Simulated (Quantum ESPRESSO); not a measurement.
ZnTe (zinc blende, space group F-43m, No. 216) has a direct gap of 1.24 eV with PBEsol (Quantum ESPRESSO, PseudoDojo norm-conserving, 84 Ry, without SOC). After an isotropic strain (on all lattice vectors, atoms relaxed) the gap is direct, 1.10 eV.

Q: Which strain was applied?
(A) -0.7 %
(B) -1.5 %
(C) +2 %
(D) +1 %
(E) -3 %

A: D, +1 %. Gaps found: -3 %: 1.69 eV (direct); -1.5 %: 1.46 eV (direct); -0.7 %: 1.34 eV (direct); 0 %: 1.24 eV (direct); 1 %: 1.10 eV (direct); 2 %: 0.96 eV (direct).
